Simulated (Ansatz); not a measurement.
Ansatz run, GaAu₃

input.yaml (Ansatz 0.2.0)

```yaml
crystal:
  lattice:
    - [6.158986, 0.0, 0.0]
    - [0.0, 8.527063, 0.0]
    - [0.0, 0.0, 5.461331]
  atoms:
    - { symbol: Au, position: [0.0384, 0.25, 0.8456] }
    - { symbol: Au, position: [0.4616, 0.75, 0.3456] }
    - { symbol: Au, position: [0.5384, 0.25, 0.6544] }
    - { symbol: Au, position: [0.9616, 0.75, 0.1544] }
    - { symbol: Ga, position: [0.884, 0.25, 0.433] }
    - { symbol: Ga, position: [0.616, 0.75, 0.933] }
    - { symbol: Ga, position: [0.384, 0.25, 0.067] }
    - { symbol: Ga, position: [0.116, 0.75, 0.567] }
    - { symbol: Au, position: [0.18, 0.0695, 0.3284] }
    - { symbol: Au, position: [0.32, 0.9305, 0.8284] }
    - { symbol: Au, position: [0.68, 0.4305, 0.1716] }
    - { symbol: Au, position: [0.82, 0.5695, 0.6716] }
    - { symbol: Au, position: [0.82, 0.9305, 0.6716] }
    - { symbol: Au, position: [0.68, 0.0695, 0.1716] }
    - { symbol: Au, position: [0.32, 0.5695, 0.8284] }
    - { symbol: Au, position: [0.18, 0.4305, 0.3284] }
  symmetry: { tolerance: 0.0003 }
kpoints:
  mp_grid: { grid: [6, 4, 6], shift: [0, 0, 0] }
magnetization:
  spin_polarized: false
scf:
  occupations: { method: fermi_dirac }
  lower_state_search: "off"
  max_iter: 200
hamiltonian:
  pseudopotentials: { kind: paw }
  xc: mr2scan
basis:
  ecutwfc: 500
  fft_grid_basis: typed
output:
  forces: true
  stress: true
  eigenvalues: true
  bader: true
  populations: true
  elf: true
  write_potential: true
  volumetric_format: npy
  dos:
    e_range: [-12, 8]
    de: 0.05
    projected: { site_lists: { Au: [Au], Ga: [Ga] } }
checkpoint:
  read: saved_state
```

The run starts from an earlier solution of this cell. 

Parts of the output:

```
SCF iter   1: F=-173121.2165 eV  Δρ=2.12e-3  dr2=3.27e-3  dr2_τ=1.08e-3
SCF iter   2: F=-173121.2173 eV  Δρ=1.16e-3  dr2=1.30e-3  dr2_τ=5.75e-4
SCF iter   3: F=-173121.2176 eV  Δρ=1.75e-4  dr2=1.13e-4  dr2_τ=1.18e-5
SCF iter   4: F=-173121.2176 eV  Δρ=9.56e-5  dr2=1.83e-5  dr2_τ=2.15e-6
SCF iter   5: F=-173121.2177 eV  Δρ=4.30e-5  dr2=3.67e-6  dr2_τ=4.07e-7
SCF iter   6: F=-173121.2177 eV  Δρ=1.22e-5  dr2=4.43e-7  dr2_τ=1.75e-8
SCF iter   7: F=-173121.2177 eV  Δρ=3.34e-6  dr2=3.55e-8  dr2_τ=2.25e-9
Free energy (F): -173121.2177 eV
Harris-Foulkes:  -173121.2177 eV  (|F-HF|=2.32e-8)
Internal energy: -173121.0698 eV  (E = F + TS)
E sigma→0 (E₀):  -173121.1438 eV
Entropy (-TS):   -0.1479 eV (-9.242 meV/atom)
Fermi energy:    17.1762 eV
--- Forces (eV/Å), atoms counted from 1 ---
  atom   1  Au    -0.5503     0.0000     0.2744
  atom   2  Au     0.5503     0.0000     0.2744
  atom   3  Au    -0.5503     0.0000    -0.2744
  atom   4  Au     0.5503     0.0000    -0.2744
  atom   5  Ga     0.2106     0.0000     0.2467
  atom   6  Ga    -0.2106     0.0000     0.2467
  atom   7  Ga     0.2106     0.0000    -0.2467
  atom   8  Ga    -0.2106     0.0000    -0.2467
  atom   9  Au     0.1285    -1.5158     0.3020
  atom  10  Au    -0.1285     1.5158     0.3020
  atom  11  Au     0.1285     1.5158    -0.3020
  atom  12  Au    -0.1285    -1.5158    -0.3020
  atom  13  Au    -0.1285     1.5158    -0.3020
  atom  14  Au     0.1285    -1.5158    -0.3020
  atom  15  Au    -0.1285    -1.5158     0.3020
  atom  16  Au     0.1285     1.5158     0.3020
--- Stress (GPa, compression-positive) ---
        7.0413       0.0000       0.0000
        0.0000       4.5032       0.0000
        0.0000       0.0000       5.9250
  P = ⅓ Tr σ = 5.8232 GPa (58.232 kbar)
--- Löwdin populations: 16 sites ---
  site symbol       q [e]
     0     Au     18.5702
     1     Au     18.5702
     2     Au     18.5702
     3     Au     18.5702
     4     Ga     14.0369
     5     Ga     14.0369
     6     Ga     14.0369
     7     Ga     14.0369
     8     Au     18.5269
     9     Au     18.5269
    10     Au     18.5269
    11     Au     18.5269
    12     Au     18.5269
    13     Au     18.5269
    14     Au     18.5269
    15     Au     18.5269
  spilling = 0.0048 (of n_electrons = 280.0000)
--- Bader charges: 16 sites ---
  site symbol  charge [e]  shift [e]
     0     Au     -0.2663     0.0005
     1     Au     -0.2663     0.0005
     2     Au     -0.2662     0.0005
     3     Au     -0.2662     0.0005
     4     Ga      0.8360     0.0017
     5     Ga      0.8361     0.0017
     6     Ga      0.8361     0.0017
     7     Ga      0.8361     0.0017
     8     Au     -0.2849     0.0006
     9     Au     -0.2849     0.0006
    10     Au     -0.2849     0.0006
    11     Au     -0.2849     0.0006
    12     Au     -0.2849     0.0006
    13     Au     -0.2849     0.0006
    14     Au     -0.2849     0.0006
    15     Au     -0.2849     0.0006
```

Origin: a known structure type with other elements, at an estimated volume, so it need not be a known compound. Caveats: atoms or cell far from equilibrium; m-r2SCAN is r2SCAN with a changed spin dependence that lowers moments.
